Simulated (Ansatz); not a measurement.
One crystal and one scan (energy over volume and axial ratio) at two levels, PBEsol (plane waves to 420 eV, PAW, scalar-relativistic; Ansatz, a program for electronic structure) and r2SCAN (plane waves to 500 eV, PAW, scalar-relativistic; Ansatz), each from its own relaxed cell and on its own mesh. The cell shown is that of PBEsol.

MoSi2 (MoSi2 type, space group I4/mmm)

```yaml
crystal:
  lattice:
    - [-1.59511, 1.59511, 3.91030]
    - [1.59511, -1.59511, 3.91030]
    - [1.59511, 1.59511, -3.91030]
  atoms:
    - { symbol: Mo, position: [0.00000, 0.00000, 0.00000] }
    - { symbol: Si, position: [0.33509, 0.33509, 0.00000] }
    - { symbol: Si, position: [0.66491, 0.66491, 0.00000] }
```

Grid over V/V₀ and (c/a)/(c/a)₀, subscript 0 meaning the relaxed cell; the conventional c axis lies along z; no internal relaxation.

Energies are smeared free energies. MoSi2 is run without spin polarisation. MoSi2 was relaxed with its symmetry unable to fall. As the atoms are clamped, bonds stretch with the cell, which overstates energies and stresses. With partly filled bands, the response to shear is sensitive to the k mesh, so small differences along c/a are uncertain. Percentages come from the unrounded values.

Results of PBEsol:

| Quantity | Value |
|---|---|
| Lattice constant a (Å) | 3.190 |
| Lattice constant c (Å) | 7.821 |
| Relaxed volume (Å³/atom) | 13.27 |
| Modulus against c/a change at fixed volume, (3/4V)·∂²E/∂(ln c/a)² (fit, atoms clamped) (GPa) | 201 |

**Question.** Estimate the r2SCAN values.

**Answer.** 
```json
[
 {"quantity": "Lattice constant a (Å)", "r2SCAN": "3.202", "PBEsol − r2SCAN": "-0.012 (-0.4 %)"},
 {"quantity": "Lattice constant c (Å)", "r2SCAN": "7.819", "PBEsol − r2SCAN": "+0.002"},
 {"quantity": "Relaxed volume (Å³/atom)", "r2SCAN": "13.36", "PBEsol − r2SCAN": "-0.09 (-0.7 %)"},
 {"quantity": "Modulus against c/a change at fixed volume, (3/4V)·∂²E/∂(ln c/a)² (fit, atoms clamped) (GPa)", "r2SCAN": "208", "PBEsol − r2SCAN": "-7 (-3 %)"}
]
```

PBEsol gives the lower value for: lattice constant a; relaxed volume; modulus against c/a change at fixed volume. They agree on: lattice constant c (within 0.2 %). Neither level is exact: the differences show how much the result hangs on the functional.

(A scan under strain: stresses follow from slopes of the energy per volume, elastic moduli from its curvatures.)
